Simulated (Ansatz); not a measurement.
CsCaH₃:
```
CELL_PARAMETERS angstrom
      4.60313     0.00000     0.00000
      0.00000     4.60313     0.00000
      0.00000     0.00000     4.60313
ATOMIC_POSITIONS crystal
  Cs 0.00000 0.00000 0.00000
  Ca 0.50000 0.50000 0.50000
  H  0.50000 0.00000 0.50000
  H  0.00000 0.50000 0.50000
  H  0.50000 0.50000 0.00000
```

Relaxed with r²SCAN. Special points in fractions of this cell's reciprocal vectors: Γ (0.000, 0.000, 0.000); X (0.000, 0.500, 0.000); M (0.500, 0.500, 0.000); R (0.500, 0.500, 0.500).

List the band energies nearest the valence-band maximum at these points for r²SCAN (plane waves, PAW; program Ansatz).

In eV from the valence-band maximum; about four levels below and three above (degenerate sets whole), none deeper than 8.9 eV; points with the same levels are listed once.

```
k                                below           above
-  -----------------------------------  --------------
Γ  -7.03 -7.03 -7.03 -2.66 -0.64 -0.64  6.30 6.30 6.30
X        -6.99 -6.99 -1.17 -0.78 -0.40  5.44 6.05 6.05
M                -6.95 -1.42 0.00 0.00  3.64 5.07 5.07
R  -7.32 -7.32 -7.32 -0.58 -0.58 -0.58  5.31 5.31 5.31
```

Space group Pm-3m (cubic perovskite). The workflow started from a Materials Project entry (that database holds measured and hypothetical structures alike); the Crystallography Open Database copy checked does not list it. Its standing as an ambient phase is unchecked. The r²SCAN relaxation kept the symmetry of its start; its stability against distortions is not shown here. Scalar-relativistic: spin–orbit coupling is off unless named, which matters more the heavier the elements.

Potentials: the later of the program's two PAW sets.
